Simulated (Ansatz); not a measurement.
The calculation used DFT PBE, scalar-relativistic, plane waves, PAW in Ansatz 0.2.0. Cutoff 420 eV, Γ-centred meshes of about 0.25 Å⁻¹ or finer for metals and 0.3 Å⁻¹ for insulators (2π included), Gaussian smearing. No spin polarisation.

A search over trial structures of Sn₂Te gave this relaxed cell.

```cif
data_structure
_symmetry_space_group_name_H-M 'P 1'
_symmetry_Int_Tables_number 1
_cell_length_a 4.6143
_cell_length_b 4.6143
_cell_length_c 15.9511
_cell_angle_alpha 90.383
_cell_angle_beta 90.383
_cell_angle_gamma 58.843
_cell_volume 290.62
loop_
_atom_site_label
_atom_site_type_symbol
_atom_site_fract_x
_atom_site_fract_y
_atom_site_fract_z
_atom_site_occupancy
Sn1 Sn 0.34761 0.34761 0.45597 1
Sn2 Sn 0.67756 0.67756 0.54282 1
Sn3 Sn 0.97570 0.97570 0.34443 1
Sn4 Sn 0.97623 0.97623 0.65676 1
Sn5 Sn 0.65564 0.65564 0.88629 1
Sn6 Sn 0.32080 0.32080 0.11599 1
Te1 Te 0.35131 0.35131 0.77022 1
Te2 Te 0.68087 0.68087 0.22823 1
Te3 Te 0.01814 0.01814 0.99930 1
```

Question: Is this structure dynamically stable?

Answer: As far as tested, yes. The phonons at Γ show no imaginary mode. (Phonon run: 8×8×2 k mesh, Gaussian smearing of 0.10 eV.) After random moves of the atoms it relaxes back. Other q points weren't tested. The optical modes at Γ run from 35 to 138 cm⁻¹. Around Sn on its first site lie 5 Sn at 2.98–3.06 Å and 1 Sn at 3.47 Å; around Sn on its second site lie 4 Sn at 2.98–3.00 Å and 2 Sn at 3.33 Å; Sn on its third site has 1 Te at 3.00 Å, 2 Sn at 3.06 Å, 2 Te at 3.37 Å and 1 Sn at 3.47 Å; Te on its first site has 3 Sn at 3.06–3.07 Å and 3 Sn at 3.33–3.50 Å; 5 more sites not described.

Spin–orbit coupling, which can matter for Te, is left out. Phonons of metals hang on the k mesh and the smearing.
